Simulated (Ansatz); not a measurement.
A geometry of LiNbO₃ away from equilibrium: the start of the relaxation of a randomly generated symmetric cell of LiNbO3 (space group No. 187). The numbers are results of PBEsol (plane waves to 420 eV, PAW, scalar-relativistic; Ansatz, a program for electronic structure), not measurements. Γ-centred k-mesh 8×8×2 on the run's cell (coarser than for final values), Fermi–Dirac smearing 0.05 eV.

```xyz
10
Lattice="3.5485 0.0000 0.0000 -1.7743 3.0731 0.0000 0.0000 0.0000 11.9704" Properties=species:S:1:pos:R:3 pbc="T T T"
Li     0.0000     0.0000     0.0000
Li     0.0000     2.0487     5.9852
Nb     0.0000     0.0000     4.5431
Nb     0.0000     0.0000     7.4273
O      1.7743     1.0244     8.4420
O      1.7743     1.0244     3.5285
O      0.0000     0.0000    10.0096
O      0.0000     0.0000     1.9608
O      0.0000     2.0487     8.6848
O      0.0000     2.0487     3.2857
```

Q: What forces act on the atoms (eV/Å)?

A: 
```
atom    Fx    Fy      Fz
----  ----  ----  ------
Li1   0.00  0.00    0.00
Li2   0.00  0.00    0.00
Nb3   0.00  0.00  -10.44
Nb4   0.00  0.00   10.44
O5    0.00  0.00   -4.10
O6    0.00  0.00    4.10
O7    0.00  0.00   -0.20
O8    0.00  0.00    0.20
O9    0.00  0.00   -3.44
O10   0.00  0.00    3.44
```

Q: What is the pressure?

A: -7.9 GPa, compression positive.

Q: How much energy per atom can still be gained by relaxing?

A: 2.46 eV/atom; the path ends in P-6m2 (No. 187).

No spin polarisation in the result.

The run could not lose the symmetry of its start, so the end can be a saddle point.

The end of the path is a generated cell of LiNbO3: the first start was made by a random draw of sites in a space group, and the end was not matched to a known phase here, so it may be hypothetical. Known forms of LiNbO3 include space group No. 161.
